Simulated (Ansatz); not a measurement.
Given:

HfO₂:
```cif
data_Hf2O4
_chemical_formula_sum 'Hf2 O4'
_space_group_name_H-M_alt 'P 1'
_space_group_IT_number 1
_cell_length_a 4.83851
_cell_length_b 4.83851
_cell_length_c 3.22052
_cell_angle_alpha 90.000
_cell_angle_beta 90.000
_cell_angle_gamma 90.000
loop_
_space_group_symop_operation_xyz
  'x, y, z'
loop_
_atom_site_label
_atom_site_type_symbol
_atom_site_fract_x
_atom_site_fract_y
_atom_site_fract_z
_atom_site_occupancy
Hf1 Hf 0.00000 0.00000 0.00000 1
Hf2 Hf 0.50000 0.50000 0.50000 1
O1 O 0.19492 0.80508 0.50000 1
O2 O 0.80508 0.19492 0.50000 1
O3 O 0.69492 0.69492 0.00000 1
O4 O 0.30508 0.30508 0.00000 1
```

This is the r²SCAN-relaxed structure.

Q: All from DFT-r²SCAN in the program Ansatz with PAW potentials, unless another level is named. Estimate the Young's modulus.

A: 281 GPa.

Q: Give the highest zone-centre frequency (without LO–TO term).

A: 801 cm⁻¹.

Space group P4_2/mnm (rutile). The first step of the workflow began from a Materials Project structure, measured or hypothetical; the Crystallography Open Database copy checked does not list it. It is not the phase usual at ambient conditions (space group No. 14, 29). The r²SCAN relaxation kept the symmetry of its start; of distortions, only those at the zone centre were tested. The run is not spin-polarised. Scalar-relativistic: spin–orbit coupling is off unless named, which matters more the heavier the elements.

Potentials: the earlier of the program's two PAW sets.
